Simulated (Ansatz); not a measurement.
Space group P4_2/mnm (No. 136). a = 8.671 Å, b = 8.671 Å, c = 2.963 Å, α = 90.00°, β = 90.00°, γ = 90.00°
```tsv
atom	site	symmetry	x	y	z
V	4f	m.2m	0.8429	0.1571	0.5000
V	4f	m.2m	0.3877	0.6123	0.5000
V	8i	m..	0.8850	0.6266	0.5000
N	2b	m.mm	0.0000	0.0000	0.5000
```

Equation of state of this V8N structure (not necessarily the ground state), with shape and atoms relaxed at each volume where symmetry leaves them free. It has no gap at any of these volumes. The calculation used DFT r2SCAN, scalar-relativistic, plane waves, PAW in Ansatz.

Cutoff 500 eV; k points 4×4×12 on the computed 18-atom cell (Γ-centred); Gaussian smearing, width 0.10 eV; no spin polarisation.

```json
{"V (Å³/atom)": "10.893", "E − E(largest V) (meV/atom)": "76.20", "P (GPa)": "35.32"}
{"V (Å³/atom)": "11.264", "E − E(largest V) (meV/atom)": "7.28", "P (GPa)": "24.44"}
{"V (Å³/atom)": "11.635", "E − E(largest V) (meV/atom)": "-38.13", "P (GPa)": "15.04"}
{"V (Å³/atom)": "12.007", "E − E(largest V) (meV/atom)": "-63.28", "P (GPa)": "6.96"}
{"V (Å³/atom)": "12.378", "E − E(largest V) (meV/atom)": "-71.01", "P (GPa)": "0.00"}
{"V (Å³/atom)": "12.749", "E − E(largest V) (meV/atom)": "-63.77", "P (GPa)": "-5.98"}
{"V (Å³/atom)": "13.121", "E − E(largest V) (meV/atom)": "-43.67", "P (GPa)": "-11.11"}
{"V (Å³/atom)": "13.616", "E − E(largest V) (meV/atom)": "0.00", "P (GPa)": "-16.84"}
```

Q: Fit a third-order Birch–Murnaghan equation to E(V).

A: V0 = 12.38 Å³/atom, B0 = 215 GPa, B0' = 4.0.

Cost: 8 runs of about 83 core-minutes in all, on Oxide Virtual Turin-like Processor (Zen 5) (shared hosts).